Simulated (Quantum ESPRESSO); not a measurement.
```
LiC
1.0
   -1.78696     2.40341     2.65190
    1.78696    -2.40341     2.65190
    1.78696     2.40341    -2.65190
Li C
2 2
Cartesian
  0.00000   2.40341   1.26515
  1.78696   0.00000   1.38675
  0.00000   4.17731   0.00000
  0.00000   0.62950   0.00000
```

Cell and atoms were relaxed with PBEsol from Materials Project entry mp-1378, within its symmetry.

Task: What does PBEsol (pw.x of Quantum ESPRESSO, ONCV potentials, no spin-orbit coupling) give for the electronic structure near the Fermi level?

Result: The PBEsol gap is indirect, 3.14 eV, from W to Γ; the smallest direct gap is 3.42 eV. 

Letters of k points follow the standard setting of the lattice, whose axes may be ordered differently from the printed cell.
